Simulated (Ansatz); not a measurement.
Relaxed BP (zinc blende):

```yaml
crystal:
  lattice:
    - [0.00000, 2.26828, 2.26828]
    - [2.26828, 0.00000, 2.26828]
    - [2.26828, 2.26828, 0.00000]
  atoms:
    - { symbol: P, position: [0.75000, 0.75000, 0.75000] }
    - { symbol: B, position: [0.00000, 0.00000, 0.00000] }
```

The atoms are displaced by Q × the pattern below (from a DFPT mode at Γ, largest move 1; Q in Å), at fixed cell. It is one choice among 3 degenerate patterns.

| atom | x | y | z |
|---|---|---|---|
| P1 | 0.000 | 0.000 | -0.349 |
| B2 | 0.000 | 0.000 | 1.000 |

Calculation: r2SCAN (plane waves to 500 eV, PAW, scalar-relativistic; Ansatz, an electronic-structure program). k mesh 12×12×12 (Γ-centred), Fermi-Dirac smearing 0.05 eV. As the smearing reaches across the gap at some points, energies and forces of such displacements shift with the k mesh and the smearing. BP was relaxed with its symmetry unable to fall. 

```json
[
 {"Q (Å)": "-0.280", "−dE/dQ from forces (eV/Å)": "8.130"},
 {"Q (Å)": "-0.233", "−dE/dQ from forces (eV/Å)": "7.211"},
 {"Q (Å)": "-0.187", "−dE/dQ from forces (eV/Å)": "6.102"},
 {"Q (Å)": "-0.140", "−dE/dQ from forces (eV/Å)": "4.766"},
 {"Q (Å)": "-0.093", "−dE/dQ from forces (eV/Å)": "3.286"},
 {"Q (Å)": "-0.047", "−dE/dQ from forces (eV/Å)": "1.668"},
 {"Q (Å)": "0.000", "−dE/dQ from forces (eV/Å)": "0.000"},
 {"Q (Å)": "0.047", "−dE/dQ from forces (eV/Å)": "-1.668"},
 {"Q (Å)": "0.093", "−dE/dQ from forces (eV/Å)": "-3.286"},
 {"Q (Å)": "0.140", "−dE/dQ from forces (eV/Å)": "-4.766"},
 {"Q (Å)": "0.187", "−dE/dQ from forces (eV/Å)": "-6.102"},
 {"Q (Å)": "0.233", "−dE/dQ from forces (eV/Å)": "-7.211"},
 {"Q (Å)": "0.280", "−dE/dQ from forces (eV/Å)": "-8.130"}
]
```

Q: What harmonic wavenumber does the curvature at Q = 0 give?

A: 819 cm⁻¹. E″ = 35.93 eV/Å², M = Σ mᵢ|uᵢ|² = 14.6 u, ν̃ = 521.5·√(|E″|/M).

(For displaced atoms, the force is minus the slope of the energy, and its curvature is a force constant, which sets phonon frequencies.)
